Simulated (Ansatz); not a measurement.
Consider the following.

LiGeN:
```
LiGeN
1.0
    2.98692     0.00000     0.00000
   -1.49346     2.58675     0.00000
    0.00000     0.00000     9.35380
Li Ge N
2 2 2
Direct
  0.66667   0.33333   0.74324
  0.33333   0.66667   0.24324
  0.00000   0.00000   0.49881
  0.00000   0.00000   0.99881
  0.33333   0.66667   0.60259
  0.66667   0.33333   0.10259
```

This is the r²SCAN-relaxed structure. x, y and z are the axes in which the lattice vectors are written.

Q: All from r²SCAN (plane waves, PAW; program Ansatz), unless another level is named. Estimate the piezoelectric stress constants (proper, relaxed ions, C/m²).

A: e15 = e24 = -0.67, e31 = e32 = -0.17, e33 = -0.61.

Q: Predict the highest zone-centre frequency (without LO–TO term).

A: 657 cm⁻¹.

Q: What about the Hill bulk and shear moduli?

A: 81.6 and 51.1 GPa.

Space group P6_3mc. The first step of the workflow began from a Materials Project structure, measured or hypothetical; the Crystallography Open Database copy checked does not list it. Whether it is the stable phase at ambient conditions was not checked. The cell was relaxed with r²SCAN under the symmetry of its start; its stability against distortions is not shown here. Signs of piezoelectric constants follow the polarity of the cell as given.

Potentials: the later of the program's two PAW sets.
